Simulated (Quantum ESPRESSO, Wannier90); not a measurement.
## Wannierisation of SrTe (rock salt)

Materials Project entry mp-1958; symmetrised, unrelaxed at this level. COD (Crystallography Open Database) has an entry of this formula and space group (matched by these alone). Level: LDA, no spin polarisation, no spin-orbit coupling; pw.x of Quantum ESPRESSO at 66 Ry with PseudoDojo potentials, 8×8×8 k-points, Wannier90. Density: 8×8×8 mesh, cold smearing 0.01 Ry. Spin-orbit coupling is left out although heavy elements are present.

```
begin unit_cell_cart
ang
    0.0000000000    3.3558350000    3.3558350000
    3.3558350000    0.0000000000    3.3558350000
    3.3558350000    3.3558350000    0.0000000000
end unit_cell_cart
mp_grid = 8 8 8
```

Neighbour vectors b of the finite-difference formula (Å⁻¹), by shell:

```
shell       b_x       b_y       b_z
-----  --------  --------  --------
1       0.11702   0.11702  -0.11702
1       0.11702  -0.11702   0.11702
1      -0.11702   0.11702   0.11702
1       0.11702   0.11702   0.11702
1      -0.11702  -0.11702   0.11702
1      -0.11702   0.11702  -0.11702
1       0.11702  -0.11702  -0.11702
1      -0.11702  -0.11702  -0.11702
```

Find the weights w_b from the completeness condition Σ_b w_b b_α b_β = δ_αβ.

Shell 1: Σ b_x² = 0.110, Σ b_y² = 0.110, Σ b_z² = 0.110 Å⁻²
Each of the three diagonal sums, weighted, has to give 1 and the off-diagonal ones 0, which holds for w_1 = 9.13 Å². Check on xx: 9.13×0.110 = 1.00.

On this mesh the 4 functions of bands 10-13 (valence bands; start: SCDM (isolated), conv_tol = 1.0e-6) end with spreads 2.5771, 2.5789, 2.5848, 2.5823 Å², Ω_I = 8.7453 Å² and Ω_D = 0.0002 Å².

Ω_total is the sum of the spreads, 10.323 Å². Ω_OD = Ω_total − Ω_I − Ω_D = 1.578 Å². Only (Ω_D + Ω_OD)/Ω_total = 15.3 % depends on the gauge, and another start could lower the total by that share at most. The rms radius is √(Ω_total/4) = 1.61 Å.
